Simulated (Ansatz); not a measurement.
Ansatz 0.2.0, relaxation: YbVAs2

The command:

```bash
ansatz run input.yaml --threads 2 --pin off --max-ram 4096MiB --backend cpu --events-out ev --progress --plain --runs-dir out
```

input.yaml:

```yaml
crystal:
  lattice:
    - [3.80241983, 0.0, 0.0]
    - [0.0, 3.80241983, 0.0]
    - [0.0, 0.0, 9.64262906]
  atoms:
    - { symbol: V, position: [0.75, 0.25, 0.5] }
    - { symbol: V, position: [0.25, 0.75, 0.5] }
    - { symbol: Yb, position: [0.25, 0.25, 0.23624] }
    - { symbol: Yb, position: [0.75, 0.75, 0.76376] }
    - { symbol: As, position: [0.75, 0.25, 0.0] }
    - { symbol: As, position: [0.25, 0.75, 0.0] }
    - { symbol: As, position: [0.75, 0.75, 0.33484] }
    - { symbol: As, position: [0.25, 0.25, 0.66516] }
kpoints:
  mp_grid: { grid: [6, 6, 3], shift: [0, 0, 0] }
magnetization:
  spin_polarized: true
scf:
  occupations: { method: fermi_dirac }
  lower_state_search: "off"
hamiltonian:
  pseudopotentials: { kind: paw }
  xc: pbe
  hubbard:
    projectors: all-electron-ortho-atomic
    sites: [{ species: Yb, l: f, u_eff: 7.06 }]
basis:
  ecutwfc: 420
  fft_grid_basis: typed
relax:
  max_steps: 40
  cell: { p_target: 0.0 }
output:
  forces: true
  stress: true
  eigenvalues: true
  bader: true
  populations: true
  elf: true
  write_potential: true
  volumetric_format: npy
  dos:
    e_range: [-12, 8]
    de: 0.05
    projected: { site_lists: { As: [As], V: [V], Yb: [Yb] } }
checkpoint:
  read: saved_state
```

Origin of the cell: a known structure type with other elements, at an estimated volume, so it need not be a known compound.

The smearing width isn't typed, so it takes its default of 0.1 eV.

The saved state is a converged single point of the same cell.

Steps («new basis» is an SCF on plane waves selected anew at the same cell):

```json
{"step": "1", "ΔF (meV/atom)": "0.0", "max force component (eV/Å)": "1.121", "P (GPa)": "11.52", "volume (Å³)": "139.42", "SCF iterations": "14", "step was": "accepted"}
{"step": "2", "ΔF (meV/atom)": "-90.4", "max force component (eV/Å)": "0.044", "P (GPa)": "2.44", "volume (Å³)": "151.99", "SCF iterations": "15", "step was": "accepted"}
{"step": "3", "ΔF (meV/atom)": "-108.4", "max force component (eV/Å)": "0.131", "P (GPa)": "0.81", "volume (Å³)": "156.31", "SCF iterations": "13", "step was": "accepted"}
{"step": "4", "ΔF (meV/atom)": "-110.2", "max force component (eV/Å)": "0.081", "P (GPa)": "0.15", "volume (Å³)": "157.73", "SCF iterations": "9", "step was": "accepted"}
{"step": "5", "ΔF (meV/atom)": "-110.3", "max force component (eV/Å)": "0.007", "P (GPa)": "-0.02", "volume (Å³)": "157.83", "SCF iterations": "9", "step was": "accepted"}
{"step": "6", "ΔF (meV/atom)": "-112.5", "max force component (eV/Å)": "0.010", "P (GPa)": "0.15", "volume (Å³)": "157.83", "SCF iterations": "12", "step was": "new basis"}
{"step": "7", "ΔF (meV/atom)": "-112.6", "max force component (eV/Å)": "0.004", "P (GPa)": "0.05", "volume (Å³)": "158.20", "SCF iterations": "8", "step was": "accepted"}
{"step": "8", "ΔF (meV/atom)": "-112.6", "max force component (eV/Å)": "0.002", "P (GPa)": "-0.03", "volume (Å³)": "158.36", "SCF iterations": "10", "step was": "accepted"}
{"step": "9", "ΔF (meV/atom)": "-112.6", "max force component (eV/Å)": "0.002", "P (GPa)": "-0.03", "volume (Å³)": "158.36", "SCF iterations": "7", "step was": "new basis"}
```

Step 1, with forces in eV/Å:

```xyz
8
Lattice="3.802 0.000 0.000 0.000 3.802 0.000 0.000 0.000 9.643" Properties=species:S:1:pos:R:3:forces:R:3 pbc="T T T" step=1
V     2.852    0.951    4.821    0.000    0.000    0.000
V     0.951    2.852    4.821    0.000    0.000    0.000
Yb    0.951    0.951    2.278    0.000    0.000   -1.121
Yb    2.852    2.852    7.365    0.000    0.000    1.121
As    2.852    0.951    0.000    0.000    0.000    0.000
As    0.951    2.852    0.000    0.000    0.000    0.000
As    2.852    2.852    3.229    0.000    0.000   -0.242
As    0.951    0.951    6.414    0.000    0.000    0.242
```

Step 2, with forces in eV/Å:

```xyz
8
Lattice="3.875 0.000 0.000 0.000 3.875 0.000 0.000 0.000 10.121" Properties=species:S:1:pos:R:3:forces:R:3 pbc="T T T" step=2
V     2.906    0.969    5.060    0.000    0.000    0.000
V     0.969    2.906    5.060    0.000    0.000    0.000
Yb    0.969    0.969    2.265    0.000    0.000    0.044
Yb    2.906    2.906    7.856    0.000    0.000   -0.044
As    2.906    0.969    0.000    0.000    0.000    0.000
As    0.969    2.906    0.000    0.000    0.000    0.000
As    2.906    2.906    3.439    0.000    0.000    0.022
As    0.969    0.969    6.681    0.000    0.000   -0.022
```

Step 3, with forces in eV/Å:

```xyz
8
Lattice="3.844 0.000 0.000 0.000 3.844 0.000 0.000 0.000 10.577" Properties=species:S:1:pos:R:3:forces:R:3 pbc="T T T" step=3
V     2.883    0.961    5.288    0.000    0.000    0.000
V     0.961    2.883    5.288    0.000    0.000    0.000
Yb    0.961    0.961    2.351    0.000    0.000    0.085
Yb    2.883    2.883    8.226    0.000    0.000   -0.085
As    2.883    0.961    0.000    0.000    0.000    0.000
As    0.961    2.883    0.000    0.000    0.000    0.000
As    2.883    2.883    3.643    0.000    0.000   -0.131
As    0.961    0.961    6.933    0.000    0.000    0.131
```

Step 4, with forces in eV/Å:

```xyz
8
Lattice="3.833 0.000 0.000 0.000 3.833 0.000 0.000 0.000 10.737" Properties=species:S:1:pos:R:3:forces:R:3 pbc="T T T" step=4
V     2.875    0.958    5.369    0.000    0.000    0.000
V     0.958    2.875    5.369    0.000    0.000    0.000
Yb    0.958    0.958    2.391    0.000    0.000    0.039
Yb    2.875    2.875    8.346    0.000    0.000   -0.039
As    2.875    0.958    0.000    0.000    0.000    0.000
As    0.958    2.875    0.000    0.000    0.000    0.000
As    2.875    2.875    3.706    0.000    0.000   -0.081
As    0.958    0.958    7.032    0.000    0.000    0.081
```

Step 6, with forces in eV/Å:

```xyz
8
Lattice="3.829 0.000 0.000 0.000 3.829 0.000 0.000 0.000 10.763" Properties=species:S:1:pos:R:3:forces:R:3 pbc="T T T" step=6
V     2.872    0.957    5.382    0.000    0.000    0.000
V     0.957    2.872    5.382    0.000    0.000    0.000
Yb    0.957    0.957    2.402    0.000    0.000    0.004
Yb    2.872    2.872    8.362    0.000    0.000   -0.004
As    2.872    0.957    0.000    0.000    0.000    0.000
As    0.957    2.872    0.000    0.000    0.000    0.000
As    2.872    2.872    3.708    0.000    0.000    0.010
As    0.957    0.957    7.055    0.000    0.000   -0.010
```

Step 9, with forces in eV/Å:

```xyz
8
Lattice="3.827 0.000 0.000 0.000 3.827 0.000 0.000 0.000 10.814" Properties=species:S:1:pos:R:3:forces:R:3 pbc="T T T" step=9
V     2.870    0.957    5.407    0.000    0.000    0.000
V     0.957    2.870    5.407    0.000    0.000    0.000
Yb    0.957    0.957    2.414    0.000    0.000   -0.002
Yb    2.870    2.870    8.401    0.000    0.000    0.002
As    2.870    0.957    0.000    0.000    0.000    0.000
As    0.957    2.870    0.000    0.000    0.000    0.000
As    2.870    2.870    3.730    0.000    0.000    0.001
As    0.957    0.957    7.084    0.000    0.000   -0.001
```

| Property | Result |
| --- | --- |
| Free energy lowered by | 112.6 meV/atom |
| Volume change | 13.59 % |
| Final pressure | -0.03 GPa |
| Relaxation steps listed | 9 |
| Gap on the mesh | none (metal) |

Caveats: no dispersion correction, so spacings can come out too large where layers or molecules are weakly bound; no moments, though an odd count or open d shells may carry them; no spin-orbit coupling, though heavy elements are present; spin is on but no moment was typed; the relaxation held the start's symmetry, so the end may be a saddle point.

Time: 3.4 min on 2 threads of Arm Neoverse V1, with other jobs on the host, peak memory 0.89 GiB, from a saved density.
